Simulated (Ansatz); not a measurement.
**MoS2 — experiment and calculation at the nuclei**

Cell of run 1: a computed structure from the Materials Project (it need not be an observed phase), taken as it stands.

Space group P6_3/mmc (No. 194); a = 3.1854, c = 13.1784 Å, γ = 120.00°.

| site | Wyckoff | site symmetry | x | y | z |
| --- | --- | --- | --- | --- | --- |
| Mo | 2b | -6m2 | 0.0000 | 0.0000 | 0.2500 |
| S | 4f | 3m. | 0.3333 | 0.6667 | 0.3677 |

One atom of each set is listed.

All runs are DFT with Ansatz 0.2.0 (plane waves and PAW, scalar-relativistic unless spin–orbit coupling is named, Γ-centred meshes, Fermi–Dirac smearing) in this cell. Start moments of run 1 (μB): 2 on each Mo, none on the rest.

Run 1: PBE, parallel start moments, atoms as given; 420 eV, 11×11×3 k-points, smearing 0.02 eV.
Run 2: r2SCAN, parallel start moments, at the relaxed atoms; 500 eV, 11×11×3 k-points, smearing 0.02 eV.
Run 3: LDA, parallel start moments, at the relaxed atoms; 420 eV, 11×11×3 k-points, smearing 0.02 eV.

Relaxed positions (PBE, cell held):

Mo (0.0000, 0.0000, 0.2500)
S (0.3333, 0.6667, 0.3684)

The measured V_zz are derived from measured couplings with the nuclear moments that the source uses.

**Question.** Give |V_zz| at Mo, |V_zz| at S for each run, and set them against experiment.

**Answer.** 

```
    quantity       unit  measured  run 1  run 2  run 3
|V_zz| at Mo  10²¹ V/m²      7.09   7.87   7.73   7.75
 |V_zz| at S  10²¹ V/m²      5.54   5.74   5.63   5.62
```

The runs' values of the |V_zz| at Mo lie within 2 % of one another and miss by +9 % to +11 %, so the changes tried here don't explain the miss. The runs' values of the |V_zz| at S lie within 2 % of one another and miss by +1 % to +4 %.

**Where the measured values come from.**

“Density functional theory-based electric field gradient database”, 2020, arXiv:2005.09255 quotes: |V_zz| at Mo 7.09 × 10²¹ V/m²; |V_zz| at S 5.54 × 10²¹ V/m².

The cell is a computed one and can differ from the measured cell by some per cent in volume. The runs hold the atoms at rest, while the measurements include thermal motion.

Without spin–orbit coupling (the program notes it for Mo) the gradients are little affected as a rule: paired runs on crystals with a gap mostly move them by under 2 % at such atoms. Without spin–orbit coupling (the program notes it for Mo) the gradients can shift somewhat, as the gap is small. In run 2 the program didn't check the stability of the electronic state in full, so a lower one may lie near. In runs 1, 2, 3 the start moments die out. In run 3 the atoms aren't at the calculated equilibrium (largest force 0.49 eV/Å). The cell isn't the equilibrium one in run 3 (calculated pressure -6 GPa), and the entry's cell may itself be off.
